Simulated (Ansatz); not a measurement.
BaHfO3:
```xyz
5
Lattice="4.1213 0.0000 0.0000 0.0000 4.1213 0.0000 0.0000 0.0000 4.1213" Properties=species:S:1:pos:R:3 pbc="T T T"
Ba     2.0606     2.0606     2.0606
Hf     0.0000     0.0000     0.0000
O      0.0000     2.0606     0.0000
O      2.0606     0.0000     0.0000
O      0.0000     0.0000     2.0606
```

Relaxed with LDA. Special points in fractions of this cell's reciprocal vectors: Γ (0.000, 0.000, 0.000); X (0.000, 0.500, 0.000); M (0.500, 0.500, 0.000); R (0.500, 0.500, 0.500).

Question: List the band energies nearest the valence-band maximum at these points for plane-wave PAW LDA (Ansatz code).

Answer: In eV from the valence-band maximum; about four levels below and three above (degenerate sets whole), none deeper than 8.9 eV; points with the same levels are listed once.

| k | below | above |
|---|---|---|
| Γ | -1.02 -1.02 -1.02 -0.04 -0.04 -0.04 | 3.57 3.57 3.57 |
| X | -1.79 -1.79 -1.74 -0.35 -0.35 | 4.06 6.52 6.52 |
| M | -0.85 -0.85 -0.83 -0.05 | 6.45 6.45 6.90 |
| R | -2.49 -2.49 -2.49 0.00 0.00 0.00 | 6.25 6.25 6.25 |

Space group Pm-3m (cubic perovskite). Symmetry was held in the LDA relaxation; phonons on a q-mesh show weakly imaginary modes. The run is not spin-polarised. Scalar-relativistic: spin–orbit coupling is off unless named, which matters more the heavier the elements.

Potentials: the later of the program's two PAW sets.
